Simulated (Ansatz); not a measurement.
All numbers below come from DFT, LDA (PW92), plane waves (420 eV) with PAW, scalar-relativistic in Ansatz. The PAW files were generated under PBE, with cores re-solved for the functional.

An element in the dhcp structure gives this curve. The cell is scaled uniformly from the relaxed one, with fractional coordinates and shape fixed. Energies are extrapolated to zero smearing, pressures are those at the given smearing. Magnetic state: spin not included.

```tsv
V (Å³/atom)	E − E₀ (meV/atom)	P (GPa)
15.590	199.4	33.58
16.298	82.2	20.20
17.007	18.8	9.14
17.716	0.0	-0.03
18.424	18.2	-7.64
19.133	67.1	-13.94
19.841	141.5	-19.16
```

Q: Which element is it?
A. cadmium
B. lithium
C. hafnium
D. tantalum

A: D. Its fit is V₀ = 17.70 Å³/atom, B₀ = 209 GPa, B₀′ = 3.7.
